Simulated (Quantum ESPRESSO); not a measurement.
# Band energies of SnSe

```xyz
2
Lattice="0.0000 3.0104 3.0104 3.0104 0.0000 3.0104 3.0104 3.0104 0.0000" Properties=species:S:1:pos:R:3 pbc="T T T"
Se     3.0104     3.0104     3.0104
Sn     0.0000     0.0000     0.0000
```

norm-conserving PBEsol (Quantum ESPRESSO, 86 Ry, scalar-relativistic); path ΓXWKΓLUWLK,UX; energies in eV from the Fermi level.

```csv
k (1/Å),point,band 11,band 12,band 13,band 14,band 15,band 16,band 17,band 18
0.00,Γ,-14.11,-5.35,-2.41,-2.41,-2.41,4.05,4.05,4.05
0.23,,-13.99,-5.87,-2.62,-2.62,-1.58,2.30,3.94,3.94
0.58,,-13.46,-6.79,-3.34,-3.34,-2.46,2.35,3.43,4.31
0.81,,-13.07,-6.78,-4.48,-3.73,-3.73,2.88,4.51,4.82
1.04,X,-12.89,-6.27,-5.72,-3.87,-3.87,2.70,5.08,5.08
1.17,,-12.89,-6.46,-5.67,-3.97,-3.51,2.87,4.51,5.18
1.57,W,-12.87,-7.16,-4.95,-4.95,-1.03,1.22,4.48,4.48
1.81,,-12.89,-7.24,-5.27,-3.94,-2.13,2.34,3.71,4.99
1.93,K,-12.90,-7.26,-5.31,-3.39,-2.72,2.96,3.36,4.98
2.14,,-13.01,-7.68,-4.78,-2.81,-1.75,1.86,2.15,4.44
2.44,,-13.44,-7.36,-3.73,-2.05,-0.35,0.51,1.36,3.73
2.64,,-13.78,-6.65,-3.05,-2.09,-1.07,1.63,2.02,3.65
2.94,,-14.09,-5.48,-2.45,-2.38,-2.28,3.77,3.81,4.01
3.04,Γ,-14.11,-5.35,-2.41,-2.41,-2.41,4.05,4.05,4.05
3.24,,-14.02,-5.81,-2.39,-2.39,-2.04,3.32,3.45,3.45
3.44,,-13.78,-6.75,-2.34,-2.34,-1.39,2.14,2.42,2.42
3.74,,-13.31,-8.00,-2.21,-2.21,-0.60,0.76,1.25,1.25
3.94,L,-13.17,-8.30,-2.16,-2.16,-0.31,0.33,0.99,0.99
4.26,,-13.06,-7.98,-3.86,-2.72,-1.52,1.36,1.91,3.51
4.58,U,-12.90,-7.26,-5.31,-3.39,-2.72,2.96,3.36,4.98
4.83,,-12.88,-7.19,-5.15,-4.56,-1.38,1.58,4.09,4.79
4.95,W,-12.87,-7.16,-4.95,-4.95,-1.03,1.22,4.48,4.48
5.14,,-12.91,-7.44,-4.69,-4.46,-1.05,1.08,4.12,4.40
5.41,,-13.08,-8.06,-3.47,-2.89,-0.91,0.55,2.09,3.08
5.60,,-13.16,-8.28,-2.41,-2.23,-0.12,-0.09,1.09,1.53
5.69,L,-13.17,-8.30,-2.16,-2.16,-0.31,0.33,0.99,0.99
5.85,,-13.14,-8.22,-2.80,-2.34,-0.60,0.32,1.26,2.12
6.09,,-13.01,-7.81,-4.36,-2.92,-1.89,1.87,2.30,4.08
6.25,,-12.92,-7.43,-5.13,-3.26,-2.49,2.70,3.04,4.84
6.33,K,-12.90,-7.26,-5.31,-3.39,-2.72,2.96,3.36,4.98
6.33,U,-12.90,-7.26,-5.31,-3.39,-2.72,2.96,3.36,4.98
6.42,,-12.89,-6.96,-5.49,-3.60,-3.13,3.16,3.95,4.62
6.70,X,-12.89,-6.27,-5.72,-3.87,-3.87,2.70,5.08,5.08
```

Along the path the PBEsol gap is only about 0.03 eV, below what this setup resolves reliably; no G0W0 run was built on it. Semilocal functionals shrink small gaps, and the order of the bands at the edge may be inverted.

Spin-orbit splittings are left out.

Geometry of the Materials Project entry, not relaxed at this level.

This is not the ordinary phase of the substance.
